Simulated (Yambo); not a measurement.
How GW settings move the gap: Mg₂SeS

G0W0@PBEsol for Mg$_{2}$SeS (space group P-4m2, No. 115) in Yambo. Reference settings: 4×4×2 Γ-centred k mesh, bands 27 to 290 and a 7 Ry block in the screening, 290 bands in G with the Bruneval-Gonze terminator, plasmon pole fitted at 27.2 eV. The PBEsol gap Γ → Γ on this mesh is 2.60 eV; G0W0 gaps are taken between the same points.

```csv
change from the reference,G0W0 gap Γ → Γ (eV),shift of the valence edge (eV),rough Yambo cost
reference settings,4.56,-1.46,1
"116 bands in W, 116 bands in G",4.51,-1.22,about 1/4
"190 bands in W, 190 bands in G",4.54,-1.37,within a factor of two
116 bands in G,4.54,-1.39,–
190 bands in G,4.56,-1.44,–
140 bands in W,4.53,-1.33,within a factor of two
3 Ry block,4.33,-1.24,about 1/2
1 Ry block,4.34,-1.12,within a factor of two
6 Ry block,4.52,-1.41,within a factor of two
pole fitted at 15 eV,4.54,-1.39,–
no random integration,4.53,-1.34,–
2×2×2 mesh,4.50,-1.41,about 1/6
"116 bands in G, no terminator",4.39,-1.00,–
"190 bands in G, no terminator",4.48,-1.25,–
no terminator,4.53,-1.37,–
```

The reference isn't shown to be the converged limit. Costs are rough (shared machines), scaled to the same edge states, and given only for runs that recompute the screening.

The standard potential for Se keeps a d shell in the valence without the s and p states of that shell. In tests on such compounds this moved G0W0 gaps by up to about 0.9 eV, so absolute quasiparticle energies here are unreliable; differences between settings are what counts.

Spin-orbit coupling is included.

Geometry relaxed with PBEsol; primitive cell a = b = 4.0984 Å, c = 5.7870 Å, α = β = γ = 90.00°.

The structure is a Materials Project entry; no match was found in the copy of COD used, and its stability was not checked.

A shift is the quasiparticle energy of the state minus its PBEsol energy.
